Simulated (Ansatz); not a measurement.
Values for one crystal, relaxed and computed with r²SCAN in the plane-wave PAW code Ansatz; other levels are named.

```yaml
volume_per_atom: 14.18 Å³
electronic_character: metallic (no gap)
Pressure derivative B′: 5.1
Bulk modulus (Birch–Murnaghan fit): 2790 kbar
Density of states at the Fermi level: 0.98 states/eV per atom (mean over ±0.08 eV)
```

### Question
Which of these materials gives this?
A. Ru, body-centred tetragonal
B. Ga, body-centred tetragonal
C. Nb, bcc (W type)
D. Ta, bcc (W type)

### Answer
A, Ru, body-centred tetragonal

Space group I4/mmm (body-centred tetragonal). The start of the workflow was typed in or built on a structure type; neither database checked (COD, Materials Project) lists it. It is not the phase usual at ambient conditions (space group No. 194). The r²SCAN relaxation kept the symmetry of its start; its stability against distortions is not shown here. The final state is ferromagnetic, chosen from 4 collinear starts compared on coarse meshes (ties went to the first, and starts can fall back to one state), not a proven ground state. Other orbital occupations within this spin state were not tried. Spin–orbit coupling is left out wherever it is not named.

Potentials: the earlier of the program's two PAW sets.
